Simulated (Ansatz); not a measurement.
An Ansatz (a program for electronic structure) run. Input:

Ansatz 0.2 input:
```yaml
crystal:
  lattice:
    - [3.1778266446, 0.0, 0.0]
    - [0.0, 3.1778266446, 0.0]
    - [0.0, 0.0, 4.4871201554]
  atoms:
    - { symbol: Ge, position: [0.5, 0.5, 0.5] }
    - { symbol: Si, position: [0.0, 0.0, 0.0] }
    - { symbol: C, position: [0.5, 0.0, 0.7644835559] }
    - { symbol: C, position: [0.0, 0.5, 0.2355164441] }
kpoints:
  mp_grid: { grid: [7, 7, 5] }
  band_path:
    path:
      - [[0.0, 0.0, 0.0], [0.0, 0.5, 0.0], [0.5, 0.5, 0.0], [0.0, 0.0, 0.0], [0.0, 0.0, 0.5], [0.0, 0.5, 0.5], [0.5, 0.5, 0.5], [0.0, 0.0, 0.5]]  # Γ-X-M-Γ-Z-R-A-Z
      - [[0.0, 0.5, 0.0], [0.0, 0.5, 0.5]]  # X-R
      - [[0.5, 0.5, 0.0], [0.5, 0.5, 0.5]]  # M-A
      - [VBM, CBM]
    npoints: 8
basis: { xc_grid: 2 }
hamiltonian:
  xc: pbe
  pseudopotentials: { kind: paw }
magnetization: { noncollinear: true, spin_orbit: true }
scf:
  n_extra_bands: 12
  convergence: { dr2_threshold: 0.0000000001 }
  occupations: { method: gaussian, width: 0.01 }
checkpoint: { write: soc.run }
output: { eigenvalues: true }
```

Output (shortened):

```
Pseudopotential: Ge, paw_fr, valence charge 14
Pseudopotential: Si, paw_fr, valence charge 4
Pseudopotential: C, paw_fr, valence charge 4
Functional definition: PBE
non-collinear run that drives no moment, with spin-orbit …
Crystal: 4 atoms, lattice volume = 45.314 Å³
Basis set: ecut = 420 eV, 903 PW (Γ), exchange–correlation on 48×48×60 points (8 copies of the dense FFT grid, shifted against one another)
Bands: 38, of which v1, the nominal top of the filled ones, is band 26 counted from 1 (25 counted from 0)
Symmetry: 8 space group operations + 8 with time reversal
k-points: 30 of 245 (time reversal used)
Projection manifold: j_resolved (fully-relativistic pseudo-atomic orbitals)
SCF iter   1: F=—  HF=-5434.686853 eV  |F-HF|=—  |Δ(HF+E_count)|=         —  Δρ=1.23e-1  dr2=8.51e0  dr2_m=0.00e0 (ungated)  ethr=3.10e-3  |M|=0.00e0 ∫|m|=0.00e0 μB  |m|>n=0.0e0 m-floor=0.0e0 τ_xc=0.0e0  β_m=0.30  ⟨swp⟩=5.7  Hψ=5516  notcnv=0  defer=10
preconditioner: auto → none
SCF iter   2: F=—  HF=-5432.422836 eV  |F-HF|=—  |Δ(HF+E_count)|=    2.26e0  Δρ=4.65e-2  dr2=8.70e-1  dr2_m=0.00e0 (ungated)  ethr=3.10e-3  |M|=0.00e0 ∫|m|=0.00e0 μB  |m|>n=0.0e0 m-floor=0.0e0 τ_xc=0.0e0  β_m=0.36  ⟨swp⟩=3.0  Hψ=2178  notcnv=0  defer=176
SCF iter   3: F=—  HF=-5432.267326 eV  |F-HF|=—  |Δ(HF+E_count)|=   1.56e-1  Δρ=2.22e-2  dr2=1.19e-1  dr2_m=0.00e0 (ungated)  ethr=3.10e-3  |M|=0.00e0 ∫|m|=0.00e0 μB  |m|>n=0.0e0 m-floor=0.0e0 τ_xc=0.0e0  β_m=0.57  ⟨swp⟩=2.0  Hψ=1550  notcnv=0  defer=176
SCF iter   4: F=—  HF=-5432.271221 eV  |F-HF|=—  |Δ(HF+E_count)|=   3.90e-3  Δρ=2.86e-3  dr2=4.58e-3  dr2_m=0.00e0 (ungated)  ethr=4.57e-4  |M|=0.00e0 ∫|m|=0.00e0 μB  |m|>n=0.0e0 m-floor=0.0e0 τ_xc=0.0e0  β_m=0.51  ⟨swp⟩=2.5  Hψ=1458  notcnv=0  defer=176
SCF iter   5: F=—  HF=-5432.270282 eV  |F-HF|=—  |Δ(HF+E_count)|=   9.39e-4  Δρ=7.69e-4  dr2=1.52e-4  dr2_m=0.00e0 (ungated)  ethr=1.76e-5  |M|=0.00e0 ∫|m|=0.00e0 μB  |m|>n=0.0e0 m-floor=0.0e0 τ_xc=0.0e0  β_m=0.57  ⟨swp⟩=2.8  Hψ=2033  notcnv=0  defer=176
SCF iter   6: F=—  HF=-5432.270317 eV  |F-HF|=—  |Δ(HF+E_count)|=   3.46e-5  Δρ=2.22e-4  dr2=9.30e-6  dr2_m=0.00e0 (ungated)  ethr=5.83e-7  |M|=0.00e0 ∫|m|=0.00e0 μB  |m|>n=0.0e0 m-floor=0.0e0 τ_xc=0.0e0  β_m=0.64  ⟨swp⟩=2.0  Hψ=1408  notcnv=0  defer=176
SCF iter   7: F=—  HF=-5432.270325 eV  |F-HF|=—  |Δ(HF+E_count)|=   8.38e-6  Δρ=3.91e-5  dr2=2.85e-7  dr2_m=0.00e0 (ungated)  ethr=3.58e-8  |M|=0.00e0 ∫|m|=0.00e0 μB  |m|>n=0.0e0 m-floor=0.0e0 τ_xc=0.0e0  β_m=0.72  ⟨swp⟩=2.0  Hψ=1444  notcnv=0  defer=176
SCF iter   8: F=—  HF=-5432.270326 eV  |F-HF|=—  |Δ(HF+E_count)|=   1.52e-6  Δρ=7.55e-6  dr2=1.17e-8  dr2_m=0.00e0 (ungated)  ethr=1.10e-9  |M|=0.00e0 ∫|m|=0.00e0 μB  |m|>n=0.0e0 m-floor=0.0e0 τ_xc=0.0e0  β_m=0.74  ⟨swp⟩=2.0  Hψ=1831  notcnv=0  defer=176
SCF iter  10: F=-5432.270326 eV  HF=-5432.270326 eV  |F-HF|=2.18e-11  |Δ(HF+E_count)|=  1.44e-10  Δρ=2.32e-7  dr2=9.11e-12  dr2_m=0.00e0 (ungated)  ethr=1.00e-12  |M|=0.00e0 ∫|m|=0.00e0 μB  |m|>n=0.0e0 m-floor=0.0e0 τ_xc=0.0e0  ⟨swp⟩=8.5  Hψ=3952  notcnv=0
SCF 1 converged in 10 iterations: F = -5432.270326 eV  dr2 = 9.11e-12
NSCF: frozen V_eff on 40 k-points
NSCF: frozen V_eff on 40 k-points
NSCF: frozen V_eff on 40 k-points
NSCF: frozen V_eff on 40 k-points
NSCF: frozen V_eff on 17 k-points
NSCF: frozen V_eff on 11 k-points
NSCF: frozen V_eff on 15 k-points
NSCF: frozen V_eff on 10 k-points
NSCF: frozen V_eff on 10 k-points
NSCF: frozen V_eff on 10 k-points
NSCF: frozen V_eff on 3 k-points
NSCF: frozen V_eff on 84 k-points
SCF converged after 10 iterations
Magnetization: |M| = 0.0000 μB,  M = (+0.0000, +0.0000, +0.0000) μB
Absolute magnetization: 0.0000 μB (∫|m|)
  site 0: m = (+0.0000, +0.0000, +0.0000) μB, |m| = 0.0000 μB  (R = 0.82 Å)
  site 1: m = (+0.0000, +0.0000, +0.0000) μB, |m| = 0.0000 μB  (R = 0.79 Å)
  site 2: m = (+0.0000, +0.0000, +0.0000) μB, |m| = 0.0000 μB  (R = 0.79 Å)
  site 3: m = (+0.0000, +0.0000, +0.0000) μB, |m| = 0.0000 μB  (R = 0.79 Å)
Free energy (F): -5432.270326 eV
Harris-Foulkes:  -5432.270326 eV  (|F-HF|=2.18e-11)
Internal energy: -5432.270326 eV  (E = F + TS)
E sigma→0 (E₀):  -5432.270326 eV
Fermi energy:    11.074407 eV
--- Per-component energies (eV) ---
  E_band       = -70.526280
  E_kinetic    = 335.315460
  E_local      = -2653.503846  (includes V_loc(G=0)·N_el)
  E_nonlocal   = 499.905448
  E_hartree    = 1157.120230
  E_xc         = -228.862171
  E_vxc        = -233.387444  (∫ρ·V_xc dr)
  E_paw        = -2733.821859  (= ΣΔE_a)
  E_vpaw       = -333.096607  (= ΣTr[D̂ρ^β])
  E_aug_tail   = 0.000218  (compensation charges beyond the density's cutoff)
  E_ewald      = -1808.423808
  E_smearing   =  0.000000  (= −TS)
  E_closure    = 0.000000  (closes the sum)
  Σ components = -5432.270326   (vs F -5432.270326, Δ=0.00e0)
  [band-id]    e_kinetic+e_local+e_nonlocal+2·e_hartree+e_vxc+e_vpaw+e_augmentation_tail = -70.526310   (vs E_band -70.526280, Δ=-2.97e-5)
--- Band table (eV; the first three rows and the last of 30) ---
  k-point 0: bands = ["-14.0858", "-14.0858", "-14.0525", "-14.0525", "-13.5243", "-13.5243", "-13.4669", "-13.4669", "-13.4630", "-13.4630", "-5.1791", "-5.1791", "-0.2048", "-0.2048", "1.9741", "1.9741", "6.7769", "6.7769", "6.8198", "6.8198", "9.8914", …
  k-point 1: bands = ["-14.0858", "-14.0858", "-14.0524", "-14.0524", "-13.5244", "-13.5244", "-13.4665", "-13.4665", "-13.4631", "-13.4631", "-4.9286", "-4.9286", "-1.4115", "-1.4115", "3.3837", "3.3837", "6.9948", "6.9948", "7.0359", "7.0359", "9.2012", …
  k-point 2: bands = ["-14.0859", "-14.0859", "-14.0521", "-14.0521", "-13.5246", "-13.5246", "-13.4657", "-13.4657", "-13.4633", "-13.4633", "-4.1882", "-4.1882", "-2.9710", "-2.9710", "5.4650", "5.4650", "7.5885", "7.5885", "7.6158", "7.6158", "7.6270", …
  k-point 29: bands = ["-14.0633", "-14.0627", "-14.0575", "-14.0546", "-13.5103", "-13.5061", "-13.4674", "-13.4660", "-13.4570", "-13.4539", "-0.4819", "-0.4689", "-0.1975", "-0.1803", "2.3809", "2.3822", "2.8913", "2.8951", "4.8107", "4.8557", "5.2895", …
```

Cost: roughly 40 core-seconds on shared cores.

Space group P-4m2. The start of the workflow was typed in or built on a structure type; neither database checked (COD, Materials Project) lists it. Whether it is the stable phase at ambient conditions was not checked. The PBE relaxation kept the symmetry of its start; whether a distortion lowers the energy is not shown.

Potentials: the later of the program's two PAW sets.

Ansatz is a plane-wave DFT program.
